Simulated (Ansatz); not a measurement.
Lu2CdS4 (spinel, Fd-3m), DFT-r²SCAN in the program Ansatz with PAW potentials. The conduction-band minimum lies at Γ, with 1 equivalent valley. Second derivatives d²E/dk² of the lowest band at one valley (eV·Å²), along Cartesian directions:

```json
[
 {"direction": "[100]", "d²E/dk²": "30.35"},
 {"direction": "[010]", "d²E/dk²": "30.35"},
 {"direction": "[001]", "d²E/dk²": "30.35"},
 {"direction": "[110]", "d²E/dk²": "30.34"},
 {"direction": "[101]", "d²E/dk²": "30.34"},
 {"direction": "[011]", "d²E/dk²": "30.34"}
]
```

### Question
Find the principal effective masses, the density-of-states mass and the conductivity mass.

### Answer
Off-diagonal terms follow from H_xy = H[110] − (H_xx + H_yy)/2, and m*/mₑ = 7.620 eV·Å² over each eigenvalue: 0.25, 0.25, 0.25. One valley's DOS mass (m₁m₂m₃)^(1/3) = 0.25, conductivity mass 3/(Σ 1/mᵢ) = 0.25 mₑ.

### Question
What effective density of states Nc follows at 300 K for parabolic valleys?

### Answer
Nc = 2.509e19 × 1 × (0.25)^(3/2) ≈ 3.1e18 cm⁻³.

The workflow started from an entry of the Crystallography Open Database (COD). Its standing as an ambient phase is unchecked. Symmetry was held in the r²SCAN relaxation; whether a distortion lowers the energy is not shown. Spin–orbit coupling is left out wherever it is not named.

Potentials: the later of the program's two PAW sets.

Edges and masses are those of Kohn–Sham bands, whose gap is no quasiparticle gap.
